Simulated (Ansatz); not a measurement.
Below is a relaxed structure of Si2Cl. The cell was found from a structure generator's guess, not taken from experiment.

Level of theory: DFT PBE, scalar-relativistic, plane waves, PAW (Ansatz). Cutoff 420 eV, Γ-centred mesh, Gaussian smearing, no spin polarisation.

```
Si Cl
1.0
     1.94039    1.12029    5.50037
    -1.94039    1.12029    5.50037
     0.00000   -2.24057    5.50037
Si Cl
2 1
Direct
  0.14578 0.14578 0.14578
  0.85422 0.85422 0.85422
  0.00000 0.00000 0.00000
```

The zero of energy is the elements' standard structures at the same level (Cl₂ as a molecule); no fitted shifts are applied.

Problem. Find its symmetry and describe it.

Solution. R-3m (No. 166). Conventional cell: a = 3.881 Å, c = 16.501 Å. Around Si lie 3 Si at 2.34 Å and 1 Cl at 2.41 Å; Cl is surrounded by 2 Si at 2.41 Å.

Problem. What is its formation energy per atom?

Solution. −0.10 eV/atom. Whether it is stable depends on the other phases of the system, which aren't compared here.

Problem. Is it a metal?

Solution. Yes, bands cross the Fermi level on the 15×15×15 mesh.

Problem. From what recipe could a structure generator have reached it?

Solution. One such recipe: close-packed anion layers stacked A, next cell at B, with sites between them filled layer by layer (R-3m, No. 166). Other recipes can lead to the same cell.

The last run used a 15×15×15 mesh for its 3-atom cell and Gaussian smearing of 0.10 eV. An odd number of electrons in the primitive cell allows no gap without spin; a larger cell or a magnetic state could open one. The cell is a metal run without spin; a magnetic state may lie lower. Symmetry constrained the relaxation, so the result can be a saddle point.
